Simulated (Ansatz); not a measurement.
Values for one crystal, relaxed and computed with r²SCAN in the plane-wave PAW code Ansatz; other levels are named.

- Volume per atom: 19.13 Å³
- Electronic character: metallic (no gap)
- Bulk modulus (Birch–Murnaghan fit): 88.8 GPa
- Gap with spin–orbit coupling: none (metallic)
- Pressure derivative B′: 3.9
- Formation energy from the elements (no fitted shifts): -54 kJ/mol of atoms
- Density of states at the Fermi level: 0.67 states/eV per atom (mean over ±0.08 eV)

**Question.** Which compound is it?
(A) SiW, rock salt
(B) SrGaSi, P-6m2 (Sr on 1a, Ga on 1d, Si on 1f)
(C) SiNi2, Pnma (Ni on 4c, Ni on 4c, Si on 4c)
(D) YSi2, P6/mmm (Y on 1a, Si on 2d)

**Answer.** D, YSi2, P6/mmm (Y on 1a, Si on 2d)

Its axis ratio c/a = 0.98 departs by over 6 % from that of the usual cell of this phase: another minimum, or an error of the functional. The r²SCAN relaxation kept the symmetry of its start; whether a distortion lowers the energy is not shown. The run is not spin-polarised. The references are the lowest solids computed at this level, not always the standard phases. Scalar-relativistic: spin–orbit coupling is off unless named, which matters more the heavier the elements.

Potentials: the later of the program's two PAW sets.
